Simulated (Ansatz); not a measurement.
**Elastic constants of ZnCd: input and output**

These are results of DFT PBEsol, scalar-relativistic, plane waves, PAW in Ansatz 0.2.0, not measurements.

It can be run as:
```bash
ansatz run input.yaml --threads 1 --pin off --backend cpu --events-out ev --progress --plain --runs-dir out  # memory cap (--max-ram) not shown
```

Input (bare energies are in eV):
```yaml
crystal:
  lattice:
    - [3.2989115627, 0.0, 0.0]
    - [0.0, 3.2989115627, 0.0]
    - [0.0, 0.0, 3.2989115627]
  atoms:
    - { symbol: Zn, position: [0.5, 0.5, 0.5] }
    - { symbol: Cd, position: [0.0, 0.0, 0.0] }
basis:
  ecutwfc: 420
kpoints:
  mp_grid: { grid: [12, 12, 12] }
hamiltonian:
  xc: pbesol
scf:
  occupations: { method: fermi_dirac, width: 0.15 }
output:
  forces: true
  stress: true
  eigenvalues: true
elastic:
  mode: relaxed_ion
  amplitude: 0.005
```

From the output:
```
--- Elastic constants: 2 strain directions × 4 members + reference (group order 48) ---
  dense FFT box of the reference and of every strained cell: 24×24×24
  strains applied: 11, 23; error gains: componentwise 1.00 (the most a stress slope's error grows in a printed constant), spectral 1.73 (1 for all six strains in a standard setting)
  C = ∂σ_k/∂η_j (tension-positive GPa; Voigt order 11 22 33 23 13 12):
        43.273     71.169     71.169     -0.000     -0.000     -0.000
        71.169     43.273     71.169     -0.000     -0.000     -0.000
        71.169     71.169     43.273     -0.000     -0.000     -0.000
         0.000      0.000     -0.000    -10.271      0.000     -0.000
        -0.000     -0.000      0.000     -0.000    -10.271     -0.000
        -0.000      0.000     -0.000     -0.000      0.000    -10.271
  reference stress σ⁰ (GPa):      0.001      0.001      0.001     -0.000     -0.000     -0.000
  C* (energy form; C + prestress term) asymmetry max|C*_kj − C*_jk| = 2.842e-14 GPa — a small one proves nothing (zero by symmetry where the batch's group is 432, −43m or m−3m); a large one is finite-difference/SCF noise where every solve ...
  moduli (Voigt/Reuss/Hill, GPa): K = 61.87/61.87/61.87   G = -11.74/-11.48/-11.61   E = -37.16   ν = 0.600
  mechanically stable: NO (min eigenvalue of sym C = -27.90 GPa)
  strain η (Voigt 11):  stress-route row diagonal C_11 = 43.27 GPa, energy-path curvature d²(F+E_count+ΔE)/dδ²/Ω₀ = 43.40 GPa
    cells at ±δ against ±2δ: C21 71.19 and 71.26 GPa, apart by 0.10 % of the column's largest entry
         δ    σ_11 (GPa) F (eV) n_scf n_hpsi n_pw
    -1.000e-2      -0.4478      -11464.7047564       8   82945    723   relax 0 steps, max|allowed force component| 4.93e-30 eV/Å
    -5.000e-3      -0.2199      -11464.7051316       5   75477    739   relax 0 steps, max|allowed force component| 1.97e-30 eV/Å
     5.000e-3       0.2129      -11464.7051314       6   77901    739   relax 0 steps, max|allowed force component| 1.48e-30 eV/Å
     1.000e-2       0.4182      -11464.7047775       7   70763    739   relax 0 steps, max|allowed force component| 1.02e-28 eV/Å
  strain η (Voigt 23):  stress-route row diagonal C_44 = -10.27 GPa, energy-path curvature d²(F+E_count+ΔE)/dδ²/Ω₀ = -10.17 GPa
    cells at ±δ against ±2δ: C44 -10.23 and -10.12 GPa, apart by 1.11 % of the column's largest entry
         δ    σ_23 (GPa) F (eV) n_scf n_hpsi n_pw
    -1.000e-2       0.1012      -11464.7053664       8  114748    739   relax 0 steps, max|allowed force component| 1.26e-29 eV/Å
    -5.000e-3       0.0512      -11464.7052813       5  119883    739   relax 0 steps, max|allowed force component| 2.96e-30 eV/Å
     5.000e-3      -0.0512      -11464.7052813       5  117235    739   relax 0 steps, max|allowed force component| 2.96e-30 eV/Å
     1.000e-2      -0.1012      -11464.7053664       7  105587    739   relax 0 steps, max|allowed force component| 1.03e-28 eV/Å
```

The cell was built by swapping an element in a database structure (itself possibly hypothetical) and relaxing; it need not be the stable form of this composition. In a metal, frequencies and elastic constants depend on the k mesh and the smearing, soft modes and shear constants most.

As the tensor has a negative eigenvalue, the Reuss and Hill moduli of a polycrystal, and E and ν formed from them, have no physical meaning here.